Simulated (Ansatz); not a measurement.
Te₂Ru:
```xyz
6
Lattice="5.3337 0.0000 0.0000 0.0000 6.4410 0.0000 0.0000 0.0000 4.0392" Properties=species:S:1:pos:R:3 pbc="T T T"
Te     1.1714     2.3645     0.0000
Te     4.1623     4.0765     0.0000
Te     3.8383     0.8560     2.0196
Te     1.4954     5.5850     2.0196
Ru     0.0000     0.0000     0.0000
Ru     2.6669     3.2205     2.0196
```

Relaxed with r²SCAN.

Map the electron localisation function on the plane through (0.220, 0.367, 0.000) spanned by u = [1, 0, 0] and v = [0, 1, 0] in lattice vectors, from r²SCAN in the plane-wave PAW code Ansatz.

x is the fraction of u, y of v (the angle between them is 90°; rows are the nearest grid lines); atoms in the plane: Te at (0.00, 0.00), Te at (0.56, 0.27), Ru at (0.78, 0.63).
```
|   :+**+:.  ......:=*#*+:   |
|   -+**+:.        .-*#*+-   |
|--=+***=.        ..-+#%#*+--|
|******+:.      ...:-=*%%##**|
|%%%#*=.     ...::------=*#%%|
|###*=:.     ..::--==+=-::=*#|
|=++=:.     ..::--=+#%#+-::-=|
|---:.      .::--=*@@@#%%%*=-|
|---:.      .::--+%@@*-+%@%+-|
|--::.      .:---=#@@#+#@@#+-|
|--::.      .:----+#%%@@@%*=-|
|--::.      .-===---+#%@@#=--|
|::..     .:=*#%%%*=-:--=---:|
|:..     .:=*###%%%#*=----:::|
|..      .=******##%%#*=-::..|
|       :=***+-:..-+*##*-..  |
|      .:=**+=.   .-+*#*-.   |
|:::....:=**+-     :+*#*=-:::|
|++=-:..:=**+=.   .-+*##*+==+|
|***+=:.:-+**+=:..-+*#%%##***|
|++***+=::-+*******#%@@@%**++|
|--=***+-::-+******#%%@%*+=--|
|   -+**=:...:-----=+##*+-   |
|   :+**+:.  ......:=*#*+:   |
```
Scale: ten equal steps from -0.003 (start of ' ') to 0.729 (end of '@'), in the order ' .:-=+*#%@'; x runs from 0.000 to 1.00, y from 0.000 (bottom) to 1.00 (top).

The density is the valence pseudo-density with augmentation charge, so density and ELF within about 1 Å of a nucleus are not all-electron values.

Space group Pnnm. The first step of the workflow began from a Materials Project structure, measured or hypothetical; the Crystallography Open Database files this formula in space group No. 58, but the cells were not matched. Its standing as an ambient phase is unchecked. The r²SCAN relaxation kept the symmetry of its start; its stability against distortions is not shown here. No spin polarisation was allowed. Spin–orbit coupling is left out wherever it is not named.

Potentials: the later of the program's two PAW sets.
